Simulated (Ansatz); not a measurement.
SiC:
```
CELL_PARAMETERS angstrom
      0.00000     2.17817     2.17817
      2.17817     0.00000     2.17817
      2.17817     2.17817     0.00000
ATOMIC_POSITIONS crystal
  C  0.75000 0.75000 0.75000
  Si 0.00000 0.00000 0.00000
```

Tensor components refer to the Cartesian frame of this cell.

Problem. Give the high-frequency dielectric tensor and the Born effective charge tensors of the independent atoms from DFPT, DFT-r²SCAN in the program Ansatz with PAW potentials.

Solution. 
ε∞:
```
6.52  0.00  0.00
0.00  6.52  0.00
0.00  0.00  6.52
```
Z* of atom 1 (C), rows: field, columns: displacement, in e:
```
-2.72   0.00   0.00
 0.00  -2.72   0.00
 0.00   0.00  -2.72
```
Z* of atom 2 (Si), rows: field, columns: displacement, in e:
```
2.72  0.00  0.00
0.00  2.72  0.00
0.00  0.00  2.72
```

Static charges for comparison (Bader): C1 -2.87, Si2 +2.87 e. Born charges measure polarisation by displacement and can exceed these by far.

Space group F-43m (zinc blende). The r²SCAN relaxation kept the symmetry of its start; phonons on a q-mesh show no instability.

Potentials: the later of the program's two PAW sets.
